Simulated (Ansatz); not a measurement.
## Slab of zincblende GaN (110), 3 layers

The slab is cut from the zincblende crystal, which needn't be the stable phase, as relaxed on PAW files (11.05 Å³/atom), with 16 Å of vacuum and a dipole correction:

```yaml
crystal:
  lattice:
    - [3.15026, 0.00000, 0.00000]
    - [0.00000, 4.45514, 0.00000]
    - [0.00000, 0.00000, 19.15030]
  atoms:
    - { symbol: Ga, position: [0.25000, 0.12500, 0.41775] }
    - { symbol: N, position: [0.75000, 0.87500, 0.41775] }
    - { symbol: Ga, position: [0.75000, 0.62500, 0.50000] }
    - { symbol: N, position: [0.25000, 0.37500, 0.50000] }
    - { symbol: Ga, position: [0.25000, 0.12500, 0.58225] }
    - { symbol: N, position: [0.75000, 0.87500, 0.58225] }
```

All numbers are LDA results (scalar-relativistic) from Ansatz 0.2.0, with a Γ-centred 8×6×1 k mesh, Fermi–Dirac smearing of 0.02 eV, no spin polarisation. Methods: LAPW: all electrons, basis error target 1 meV/atom; PAW: frozen-core files, cutoff 420 eV.

The bulk energy comes from a cell in the slab's orientation on a 8×6×8 mesh. The surface energy is (E(slab) − N·E(bulk))/2A at zero smearing, the mean of both faces; thin slabs carry quantum-size effects.

The PAW files were made under PBE.

Q: As cut, the LAPW slab lies 4.765 eV above 6 atoms of bulk. What surface energy is that?

A: Over two faces of 14.03 Å² it is 169.8 meV/Å², and times 16.02 J/m² per eV/Å² that gives γ = 2.720 J/m².

Q: What do relaxation and the other method give?

A: 

```
method  γ as cut (J/m²)  γ relaxed (J/m²)
  LAPW            2.720                 –
   PAW            2.726             2.246
```

Q: Where do the band edges lie?

A: On the k mesh: gap 0.10 eV, valence top 5.21 eV below the vacuum level.

Q: A core hole in the 2p shell of Ga is made on one Ga atom of each kind in every 1×1 cell (PAW hole dataset, neutral cell, valence without spin). What does it cost by layer?

A: layer 1 1121.20 eV, layer 2 1121.39 eV. Shifts between layers mean more than the absolute values, and a whole layer of holes screens otherwise than one hole.
